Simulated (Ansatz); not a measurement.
BeAlNO:
```yaml
crystal:
  lattice:
    - [2.98427, 0.00000, 0.00000]
    - [-1.49214, 2.58446, 0.00000]
    - [0.00000, 0.00000, 4.65204]
  atoms:
    - { symbol: Al, position: [0.33333, 0.66667, 0.51126] }
    - { symbol: Be, position: [0.66667, 0.33333, 0.99165] }
    - { symbol: O, position: [0.33333, 0.66667, 0.11307] }
    - { symbol: N, position: [0.66667, 0.33333, 0.63401] }
```

Relaxed with PBEsol. Special points in fractions of this cell's reciprocal vectors: Γ (0.000, 0.000, 0.000); M (0.500, 0.000, 0.000); K (0.333, 0.333, 0.000); A (0.000, 0.000, 0.500); L (0.500, 0.000, 0.500); H (0.333, 0.333, 0.500).

Task: List the band energies nearest the valence-band maximum at these points for plane-wave PAW PBEsol (Ansatz code).

Result: In eV from the valence-band maximum; about four levels below and three above (degenerate sets whole), none deeper than 8.9 eV; points with the same levels are listed once.

```json
[
 {"k": "Γ", "below": "-2.12 -2.12 -0.54 0.00 0.00", "above": "4.38 8.17 11.48 11.48"},
 {"k": "M", "below": "-4.07 -3.22 -1.97 -0.67", "above": "6.45 7.38 9.20"},
 {"k": "K", "below": "-3.84 -3.39 -2.68 -2.05", "above": "6.05 9.47 10.16"},
 {"k": "A", "below": "-2.05 -2.05 -0.08 -0.08", "above": "5.83 7.74 11.24 11.24"},
 {"k": "L", "below": "-3.01 -2.35 -1.31 -1.04", "above": "5.55 6.82 9.91"},
 {"k": "H", "below": "-4.85 -3.78 -1.54 -0.95", "above": "7.56 8.51 9.02"}
]
```

Space group P3m1. The start of the workflow was typed in or built on a structure type; neither database checked (COD, Materials Project) lists it. Whether it is the stable phase at ambient conditions was not checked. The PBEsol relaxation kept the symmetry of its start; whether a distortion lowers the energy is not shown.

Potentials: the earlier of the program's two PAW sets. The files were generated under PBE; for other functionals the program regenerates the frozen cores, and for LDA and PBEsol the local potential too.
